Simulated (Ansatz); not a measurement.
Calculated with Ansatz: LaAg, relaxation

Launch command:

```bash
ansatz run input.yaml --threads 2 --pin off --max-ram 2560MiB --backend cpu --events-out ev --progress --plain --runs-dir out
```

input.yaml:

```yaml
crystal:
  lattice:
    - [3.855247, 0.0, 0.0]
    - [0.0, 3.855247, 0.0]
    - [0.0, 0.0, 3.855247]
  atoms:
    - { symbol: La, position: [0.5, 0.5, 0.5] }
    - { symbol: Ag, position: [0.0, 0.0, 0.0] }
  symmetry: { tolerance: 0.0003 }
kpoints:
  mp_grid: { grid: [9, 9, 9], shift: [0, 0, 0] }
magnetization:
  spin_polarized: false
scf:
  occupations: { method: fermi_dirac }
  lower_state_search: "off"
hamiltonian:
  pseudopotentials: { kind: paw }
  xc: r2scan
basis:
  ecutwfc: 500
  fft_grid_basis: typed
relax:
  max_steps: 40
  cell: { p_target: 5.0 }
  f_tol: 0.03
output:
  forces: true
  stress: true
  eigenvalues: true
  bader: true
  populations: true
  elf: true
  write_potential: true
  volumetric_format: npy
  dos:
    e_range: [-12, 8]
    de: 0.05
    projected: { site_lists: { Ag: [Ag], La: [La] } }
checkpoint:
  read: saved_state
```

Origin of the cell: a database entry, scaled a little.

The smearing width isn't typed, so it takes its default of 0.1 eV.

The saved state is a converged single point of the same cell.

Steps («new basis» is an SCF on plane waves selected anew at the same cell):

```tsv
step	ΔH (meV/atom)	max force component (eV/Å)	P (GPa)	volume (Å³)	SCF iterations	step was
1	0.0	0.000	-1.58	57.30	5	accepted
2	-55.9	0.000	8.40	49.32	7	accepted
3	-66.2	0.000	4.51	51.78	7	accepted
4	-66.5	0.000	4.97	51.45	5	accepted
5	-65.8	0.000	4.96	51.45	7	new basis
```

Step 1, with forces in eV/Å:

```xyz
2
Lattice="3.855 0.000 0.000 0.000 3.855 0.000 0.000 0.000 3.855" Properties=species:S:1:pos:R:3:forces:R:3 pbc="T T T" step=1
La    1.928    1.928    1.928    0.000    0.000    0.000
Ag    0.000    0.000    0.000    0.000    0.000    0.000
```

Step 2, with forces in eV/Å:

```xyz
2
Lattice="3.667 0.000 0.000 0.000 3.667 0.000 0.000 0.000 3.667" Properties=species:S:1:pos:R:3:forces:R:3 pbc="T T T" step=2
La    1.834    1.834    1.834    0.000    0.000    0.000
Ag    0.000    0.000    0.000    0.000    0.000    0.000
```

Step 3, with forces in eV/Å:

```xyz
2
Lattice="3.727 0.000 0.000 0.000 3.727 0.000 0.000 0.000 3.727" Properties=species:S:1:pos:R:3:forces:R:3 pbc="T T T" step=3
La    1.864    1.864    1.864    0.000    0.000    0.000
Ag    0.000    0.000    0.000    0.000    0.000    0.000
```

Step 5, with forces in eV/Å:

```xyz
2
Lattice="3.719 0.000 0.000 0.000 3.719 0.000 0.000 0.000 3.719" Properties=species:S:1:pos:R:3:forces:R:3 pbc="T T T" step=5
La    1.860    1.860    1.860    0.000    0.000    0.000
Ag    0.000    0.000    0.000    0.000    0.000    0.000
```

* Enthalpy lowered by: 65.8 meV/atom
* Volume change: -10.20 %
* Final pressure: 4.96 GPa
* Relaxation steps listed: 5
* Gap on the mesh: none (metal)

Caveats: no spin-orbit coupling, though heavy elements are present; the relaxation held the start's symmetry, so the end may be a saddle point.

It ran for 41 s on 2 threads of Arm Neoverse N1, with other jobs on the host, peak memory 0.51 GiB, from a saved density.
